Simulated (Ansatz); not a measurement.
## KV₃Se₂O₁₂ — field gradients at the nuclei

The cell is a refined structure from the COD, atoms as given.

```
K V Se O
1.0
     7.12100    0.00000    0.00000
    -3.56050    6.16697    0.00000
     0.00000    0.00000   11.40000
K V Se O
2 6 4 24
Cartesian
  0.0000 4.1113 11.0067
  3.5605 2.0557 5.3067
  5.1720 0.7400 8.9314
  1.9451 4.8491 3.2314
  3.8941 4.1091 8.9314
  -1.6115 5.4269 3.2314
  1.6154 1.3179 8.9314
  -0.3336 2.0579 3.2314
  0.0000 4.1113 5.8178
  3.5605 2.0557 0.1178
  0.0000 0.0000 0.6947
  0.0000 0.0000 6.3947
  4.9231 1.3524 10.7901
  1.2903 4.9397 5.0901
  3.4882 3.5873 10.7901
  -1.3626 4.8146 5.0901
  2.2702 1.2272 10.7901
  0.0723 2.5796 5.0901
  5.8129 0.8288 7.1307
  2.1886 5.4485 1.4307
  3.4968 4.6197 7.1307
  -2.2524 5.3381 1.4307
  1.3719 0.7185 7.1307
  0.0637 1.5473 1.4307
  2.1772 5.4066 9.3149
  3.5274 4.5888 3.6149
  -2.2104 5.3492 9.3149
  1.3833 0.7604 3.6149
  0.0331 1.5781 9.3149
  5.7709 0.8177 3.6149
  3.5815 0.4582 8.5979
  1.3939 3.3308 2.8979
  4.9334 2.8726 8.5979
  -0.0210 5.7088 2.8979
  2.1666 2.8362 8.5979
  -1.3729 3.2944 2.8979
```

Atom numbers follow the list; atoms alike are taken as one site, whose name carries the number of the first.

Method: Kohn–Sham DFT in Ansatz, PBE, plane waves and PAW, scalar-relativistic, 420 eV cutoff, Γ-centred 4×4×2 k-points, Fermi–Dirac smearing 0.02 eV.

Conventions: |V_zz| ≥ |V_yy| ≥ |V_xx|, η = (V_xx − V_yy)/V_zz, C_Q = eQV_zz/h. Directions are in the Cartesian axes of the cell vectors above, for the atom listed; none is given where the gradient is under 0.02 or η is above 0.95.

```json
{"site": "K", "first atom": "1", "first shell": "18 O at 3.05–3.68 Å", "V_zz (10²¹ V/m²)": "-0.008", "η": "0.00", "direction of V_zz (x, y, z)": "–"}
{"site": "V", "first atom": "3", "first shell": "4 O at 1.65–1.97 Å; also 2 O at 2.17–2.19 Å", "V_zz (10²¹ V/m²)": "-5.55", "η": "0.59", "direction of V_zz (x, y, z)": "0.84 -0.50 0.22"}
{"site": "Se9", "first atom": "9", "first shell": "3 O at 1.70 Å", "V_zz (10²¹ V/m²)": "-36.3", "η": "0.00", "direction of V_zz (x, y, z)": "0.00 0.00 1.00"}
{"site": "Se11", "first atom": "11", "first shell": "3 O at 1.71 Å", "V_zz (10²¹ V/m²)": "-36.2", "η": "0.00", "direction of V_zz (x, y, z)": "0.00 0.00 1.00"}
{"site": "O13", "first atom": "13", "first shell": "1 Se at 1.70 Å, 1 V at 1.97 Å, angle 129°", "V_zz (10²¹ V/m²)": "13.03", "η": "0.22", "direction of V_zz (x, y, z)": "0.75 -0.41 -0.52"}
{"site": "O19", "first atom": "19", "first shell": "1 Se at 1.71 Å, 1 V at 1.91 Å, angle 130°; also 1 K at 3.15 Å", "V_zz (10²¹ V/m²)": "13.12", "η": "0.30", "direction of V_zz (x, y, z)": "0.74 -0.44 -0.51"}
{"site": "O25", "first atom": "25", "first shell": "1 V at 1.65 Å; also 1 V at 2.19 Å", "V_zz (10²¹ V/m²)": "-4.16", "η": "0.87", "direction of V_zz (x, y, z)": "0.81 0.57 0.14"}
{"site": "O31", "first atom": "31", "first shell": "1 V at 1.65 Å; also 1 V at 2.17 Å", "V_zz (10²¹ V/m²)": "-4.06", "η": "0.80", "direction of V_zz (x, y, z)": "0.13 0.98 -0.18"}
```

An axis of threefold or higher order runs through K, Se9 and Se11, so V_zz lies along it and η is zero. At O13 and O19 V_zz points along the shorter of its two bonds, to Se (within 6°) in each case.

At this cell the principal stresses reach 5 GPa in size with PBE, which can matter for small gradients. The largest force is 1.1 eV/Å, so the atoms aren't at the calculated equilibrium and relaxing them would move these values.
